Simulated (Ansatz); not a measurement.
Input and command of a plane-wave DFT calculation in Ansatz:

```yaml
crystal:
  lattice:
    - [4.1432677351, 0.0, 0.0]
    - [-2.0716338675, 3.5881751132, 0.0]
    - [0.0, 0.0, 6.2807559459]
  atoms:
    - { symbol: Ti, position: [0.0, 0.0, 0.0] }
    - { symbol: Ti, position: [0.0, 0.0, 0.5] }
    - { symbol: Sb, position: [0.3333333333, 0.6666666667, 0.25] }
    - { symbol: Sb, position: [0.6666666667, 0.3333333333, 0.75] }
basis:
  ecutwfc: 500
kpoints:
  mp_grid: { grid: [12, 12, 8] }
hamiltonian:
  xc: r2scan
scf:
  occupations: { method: gaussian, width: 0.1 }
output:
  forces: true
  stress: true
  eigenvalues: true
relax:
  adjacent_minimum: "off"
  f_tol: 0.01
  max_steps: 30
  cell: { stress_tol: 0.1, fix: [volume] }
```

```bash
ansatz run input.yaml --threads 1 --pin off --max-ram 2560MiB --backend cpu --events-out ev --progress --plain --runs-dir out
```

Processor: Arm Neoverse V2, 1 thread, on a host shared with other jobs.

Problem. Estimate time, memory and problem size.

Solution. About 94 s on 1 thread of Arm Neoverse V2, with other jobs on the host, peak memory 0.75 GiB. It solves 33 bands at 95 k points (the mesh reduced by symmetry) with about 2393 plane waves, in 18 SCF iterations over 3 ionic steps.
